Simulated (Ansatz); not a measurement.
This cell of CdTe (zinc blende) is off equilibrium:

```xyz
2
Lattice="0.0000 3.2788 3.2788 3.2788 0.0000 3.2788 3.2788 3.2788 0.0000" Properties=species:S:1:pos:R:3 pbc="T T T"
Te     4.9182     4.9182     5.1422
Cd     0.0000     0.0000     0.0000
```

The numbers are results of r2SCAN (plane waves to 500 eV, PAW, scalar-relativistic; Ansatz, a first-principles code), not measurements. k mesh 7×7×7 (Γ-centred), Fermi-Dirac smearing 0.05 eV. Energies are smeared free energies. Compression counts positive. CdTe was relaxed with its symmetry unable to fall. Spin-orbit coupling is left out, though Te is heavy.

Problem. Predict the force on every atom, in eV/Å.

Solution. 
```csv
atom,Fx,Fy,Fz
Te1,0.000,0.000,-0.893
Cd2,0.000,0.000,0.893
```

Problem. Give the stress tensor in GPa and the pressure.

Solution. 
```
   0.93     2.76     0.00
   2.76     0.93     0.00
   0.00     0.00     0.21
```
The pressure, a third of the trace, is 0.69 GPa.

Problem. In it atom 1 sits (0.000, 0.000, 0.224) Å away from its relaxed site. What is its energy relative to the relaxed cell?

Solution. 101.1 meV/cell.

(For displaced atoms, the force is minus the slope of the energy, and its curvature is a force constant, which sets phonon frequencies.)
